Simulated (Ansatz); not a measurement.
Values for one crystal, relaxed and computed with DFT-PBE+D3(BJ) in the program Ansatz with PAW potentials; other levels are named.

Volume per atom: 15.78 Å³
Electronic character: metallic (no gap)
Poisson's ratio: 0.31
Debye temperature from the elastic constants: 479 K
Mechanical stability: stable (all eigenvalues of C positive)
Hill bulk and shear moduli: 86.8 and 36.9 GPa
Density of states at the Fermi level: 0.37 states/eV per atom (mean over ±0.08 eV)

### Question
Which of these materials gives this?
A) V, bcc (W type)
B) Sr, fcc (Cu type)
C) Al, fcc (Cu type)
D) Mg, hcp (Mg type)

### Answer
C, Al, fcc (Cu type)

Space group Fm-3m (fcc (Cu type)). Symmetry was held in the PBE+D3(BJ) relaxation. The pairwise dispersion correction was not fitted to metals. As this level gives no gap, shear constants depend on the k-mesh and smearing (Fermi–Dirac, 0.1 eV here).

Potentials: the earlier of the program's two PAW sets.
